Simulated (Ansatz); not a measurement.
**In3Se: an elastic constant from a strain scan**

Method: DFT PBEsol+D3(BJ), scalar-relativistic, plane waves, PAW in Ansatz. Settings: plane waves to 420 eV, k-mesh 10×10×10 (Γ-centred), Gaussian smearing 0.15 eV. No spin polarisation. Energies are free energies at this smearing, counted from the undisturbed cell; pressure is positive in compression.

The undisturbed cell (relaxed at this level; it needn't be the usual structure):

```
In Se
1.0
     4.58785    0.00000    0.00000
     0.00000    4.58785    0.00000
     0.00000    0.00000    4.58785
In Se
3 1
Direct
  0.00000 0.50000 0.50000
  0.50000 0.00000 0.50000
  0.50000 0.50000 0.00000
  0.00000 0.00000 0.00000
```

The cell is strained by ε times the Voigt pattern (0, 0, 0, 1, 0, 0) (xx, yy, zz, yz, xz, xy; engineering shear) with fractional coordinates fixed. The cell holds 4 atoms in V0 = 96.57 Å³. The stress column is τ = (1/V0) dE/dε, got from the stress tensor σ (compression positive) at each point as −det(1 + εP) σ : P(1 + εP)⁻¹, with P the pattern as a tensor.

```csv
ε,ΔE (meV/atom),τ (GPa)
-0.0875,7.275,-1.249
-0.0750,5.128,-1.032
-0.0625,3.386,-0.818
-0.0500,2.045,-0.608
-0.0375,1.084,-0.417
-0.0250,0.457,-0.254
-0.0125,0.110,-0.118
0.0000,0.000,0.000
0.0125,0.110,0.118
0.0250,0.457,0.254
0.0375,1.084,0.417
0.0500,2.045,0.608
0.0625,3.386,0.818
0.0750,5.128,1.032
0.0875,7.275,1.249
0.1000,?,?
```

**Question.** Which combination of elastic constants does this scan measure, and how large is it?

**Answer.** For small ε, τ = τ0 + Kε with K = pᵀCp, which for this pattern is C44 in the cubic axes. The parabola through τ at ε = -0.0125, 0 and 0.0125 has slope K = 9.4 GPa at zero. The energies per cell, E = NΔE, of the same two points give K = 2[E(ε₊)/ε₊ − E(ε₋)/ε₋]/[(ε₊ − ε₋)V0] = 9.3 GPa, in agreement.

**Question.** Predict the withheld row at ε = 0.1000 from the harmonic law, and compare.

**Answer.** ΔE = V0(τ0 ε + Kε²/2)/N = 7.100 meV/atom and τ = 0.94 GPa. The calculation gives 9.843 meV/atom and 1.48 GPa: the energy lies 39 % above the harmonic value.

In a metal these slopes depend on the k mesh and the smearing.

Cost: 9 runs of about 2.2 core-minutes in all, on Intel Xeon 6975P-C (Granite Rapids) (shared hosts).